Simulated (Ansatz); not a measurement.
All numbers below come from DFT, revPBE, plane waves (420 eV) with PAW, scalar-relativistic in Ansatz 0.2.0. The PAW files were generated under PBE, with cores re-solved for the functional.

An element in the dhcp structure gives this curve. The cell is scaled uniformly from the relaxed one, with fractional coordinates and shape fixed. Energies are extrapolated to zero smearing, pressures are those at the given smearing. Magnetic state: spin not included.

```csv
V (Å³/atom),E − E₀ (meV/atom),P (GPa)
28.897,40.6,3.94
30.210,15.9,2.27
31.524,3.3,0.99
32.837,0.0,0.00
34.151,3.9,-0.76
35.464,13.3,-1.35
36.778,27.0,-1.80
```

Q: Which element is it?
A. thallium
B. tin
C. lanthanum
D. antimony

A: A. Its fit is V₀ = 32.72 Å³/atom, B₀ = 22 GPa, B₀′ = 5.5.
